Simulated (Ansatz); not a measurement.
With PBE in the plane-wave PAW code Ansatz, AlRu₂C in the hexagonal phase (P6_3/mmc; Al on 2d, Ru on 4f, C on 2a) relaxes to a = 2.905 Å, c = 13.358 Å. Al has 12 nearest neighbours from 2.66 Å (anticuboctahedral); C has 6 nearest neighbours from 2.10 Å (octahedral). Against the elements it lies at 0.063 eV/atom, with no fitted shifts.

Electronic character: metallic (no gap). Gap from PBE with spin–orbit coupling: none (metallic).

The start of the workflow was typed in or built on a structure type; neither database checked (COD, Materials Project) lists it. Whether it is the stable phase at ambient conditions was not checked. The cell was relaxed with PBE under the symmetry of its start; whether a distortion lowers the energy is not shown. The run is not spin-polarised. The references are the lowest solids computed at this level, not always the standard phases. Spin–orbit coupling is left out wherever it is not named.

Potentials: the later of the program's two PAW sets.
